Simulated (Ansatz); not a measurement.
RuS2 in space group Pa-3 (No. 205; Ru on 4a, S on 8c), the program Ansatz at the PBEsol level (PAW): ε∞ = 16.6, cell volume 173.77 Å³. Infrared-active transverse modes:

| ω_TO (cm⁻¹) | oscillator strength S_xx (e²/amu) |
|---|---|
| 184.0 | 0.002974 |
| 243.2 | 0.03504 |
| 331.4 | 0.3580 |
| 363.8 | 0.06346 |
| 383.5 | 1.627 |

**Question.** Compute the static dielectric constant.

**Answer.** Each mode adds (4.921e7/V) S/ω²: 0.02, 0.17, 0.92, 0.14, 3.13. So ε0 = 21.0.

The PBEsol relaxation kept the symmetry of its start; of distortions, only those at the zone centre were tested. No spin polarisation was allowed. Spin–orbit coupling is left out wherever it is not named.

Potentials: the later of the program's two PAW sets.
